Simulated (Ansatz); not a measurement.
A relaxation computed with Ansatz, from input to last step.

```yaml
crystal:
  lattice:
    - [3.226103218, 0.0, 0.0]
    - [-1.613051609, 2.793887342, 0.0]
    - [0.0, 0.0, 12.4189493701]
  atoms:
    - { symbol: W, position: [0.3333333333, 0.6666666667, 0.25] }
    - { symbol: W, position: [0.6666666667, 0.3333333333, 0.75] }
    - { symbol: Se, position: [0.3333333333, 0.6666666667, 0.6155974604] }
    - { symbol: Se, position: [0.6666666667, 0.3333333333, 0.1155974604] }
    - { symbol: Se, position: [0.3333333333, 0.6666666667, 0.8844025396] }
    - { symbol: Se, position: [0.6666666667, 0.3333333333, 0.3844025396] }
basis:
  ecutwfc: 420
kpoints:
  mp_grid: { grid: [12, 12, 2] }
hamiltonian:
  xc: pbe
  dispersion: d3bj
scf:
  occupations: { method: gaussian, width: 0.02 }
output:
  forces: true
  stress: true
  eigenvalues: true
relax:
  adjacent_minimum: "off"
  f_tol: 0.01
  max_steps: 30
  cell: { stress_tol: 0.1, fix: [volume] }
```

```bash
ansatz run input.yaml --threads 2 --pin off --max-ram 5120MiB --backend cpu --events-out ev --progress --plain --runs-dir out
```

Theory: Ansatz 0.2.0, DFT PBE+D3(BJ), scalar-relativistic, plane waves, PAW.

The volume is held at 0.94 times that of the relaxed cell.

Of 6 frames 5 are shown, positions in Å and forces in eV/Å; the SCF threshold varies from step to step. Steps run on the plane waves of an earlier cell, with a Pulay correction in the pressure. The basis is chosen afresh for the last frame, the zero of the energies, and at times for earlier ones too; energy and pressure step there, also at an unchanged geometry. The mark taken_back stands on steps that the optimiser undid.

```xyz
6
Lattice="3.2261 0.0000 0.0000 -1.6131 2.7939 0.0000 0.0000 0.0000 12.4189" Properties=species:S:1:pos:R:3:forces:R:3 pbc="T T T" step=1 free_energy_over_end_meV_per_atom=5.17 pressure_GPa=6.94
W     0.0000    1.8626    3.1047    0.0000    0.0000    0.0000
W     1.6131    0.9313    9.3142    0.0000    0.0000    0.0000
Se    0.0000    1.8626    7.6451    0.0000    0.0000   -0.5302
Se    1.6131    0.9313    1.4356    0.0000    0.0000   -0.5302
Se    0.0000    1.8626   10.9833    0.0000    0.0000    0.5302
Se    1.6131    0.9313    4.7739    0.0000    0.0000    0.5302
6
Lattice="3.2600 0.0000 0.0000 -1.6300 2.8232 0.0000 0.0000 0.0000 12.1620" Properties=species:S:1:pos:R:3:forces:R:3 pbc="T T T" step=2 free_energy_over_end_meV_per_atom=9.63 pressure_GPa=0.78 taken_back
W     0.0000    1.8822    3.0405    0.0000    0.0000    0.0000
W     1.6300    0.9411    9.1215    0.0000    0.0000    0.0000
Se    0.0000    1.8822    7.4120    0.0000    0.0000    0.6438
Se    1.6300    0.9411    1.3310    0.0000    0.0000    0.6438
Se    0.0000    1.8822   10.8310    0.0000    0.0000   -0.6438
Se    1.6300    0.9411    4.7500    0.0000    0.0000   -0.6438
6
Lattice="3.2303 0.0000 0.0000 -1.6152 2.7975 0.0000 0.0000 0.0000 12.3865" Properties=species:S:1:pos:R:3:forces:R:3 pbc="T T T" step=3 free_energy_over_end_meV_per_atom=0.30 pressure_GPa=3.94
W     0.0000    1.8650    3.0966    0.0000    0.0000    0.0000
W     1.6152    0.9325    9.2899    0.0000    0.0000    0.0000
Se    0.0000    1.8650    7.5931    0.0000    0.0000    0.0719
Se    1.6152    0.9325    1.3998    0.0000    0.0000    0.0719
Se    0.0000    1.8650   10.9867    0.0000    0.0000   -0.0719
Se    1.6152    0.9325    4.7934    0.0000    0.0000   -0.0719
6
Lattice="3.2477 0.0000 0.0000 -1.6238 2.8126 0.0000 0.0000 0.0000 12.2544" Properties=species:S:1:pos:R:3:forces:R:3 pbc="T T T" step=4 free_energy_over_end_meV_per_atom=0.53 pressure_GPa=3.96 taken_back
W     0.0000    1.8751    3.0636    0.0000    0.0000    0.0000
W     1.6238    0.9375    9.1908    0.0000    0.0000    0.0000
Se    0.0000    1.8751    7.5082    0.0000    0.0000   -0.0165
Se    1.6238    0.9375    1.3810    0.0000    0.0000   -0.0165
Se    0.0000    1.8751   10.8734    0.0000    0.0000    0.0165
Se    1.6238    0.9375    4.7462    0.0000    0.0000    0.0165
6
Lattice="3.2370 0.0000 0.0000 -1.6185 2.8033 0.0000 0.0000 0.0000 12.3358" Properties=species:S:1:pos:R:3:forces:R:3 pbc="T T T" step=6 free_energy_over_end_meV_per_atom=0.00 pressure_GPa=4.12
W     0.0000    1.8689    3.0840    0.0000    0.0000    0.0000
W     1.6185    0.9344    9.2519    0.0000    0.0000    0.0000
Se    0.0000    1.8689    7.5624    0.0000    0.0000    0.0010
Se    1.6185    0.9344    1.3944    0.0000    0.0000    0.0010
Se    0.0000    1.8689   10.9414    0.0000    0.0000   -0.0010
Se    1.6185    0.9344    4.7735    0.0000    0.0000   -0.0010
```

Time: 48 s on 2 threads of Arm Neoverse V1, with other jobs on the host, peak memory 0.52 GiB.

Spin–orbit coupling is left out, which can shift energies with elements as heavy as these.